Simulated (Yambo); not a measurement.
# Convergence of the G0W0 gap of K3Cu3P2

G0W0@PBEsol for K₃Cu₃P₂ (space group R-3m, No. 166) in Yambo. Reference settings: 2×2×2 Γ-centred k mesh, bands 13 to 280 and a 7 Ry block in the screening, 280 bands in G with the Bruneval-Gonze terminator, plasmon pole fitted at 27.2 eV. The PBEsol gap Z → F on this mesh is 1.19 eV; G0W0 gaps are taken between the same points.

```csv
change from the reference,G0W0 gap Z → F (eV),shift of the valence edge (eV)
reference settings,1.77,-0.41
"185 bands in W, 185 bands in G",1.80,-0.35
185 bands in G,1.78,-0.41
140 bands in W,1.83,-0.32
pole fitted at 15 eV,1.80,-0.36
"116 bands in G, no terminator",1.72,0.04
```

The reference isn't shown to be the converged limit.

Geometry of the Materials Project entry, not relaxed at this level; primitive cell a = 7.420 Å, b = 7.420 Å, c = 7.420 Å, α = 44.83°, β = 44.83°, γ = 44.83°.

A shift is the quasiparticle energy of the state minus its PBEsol energy.
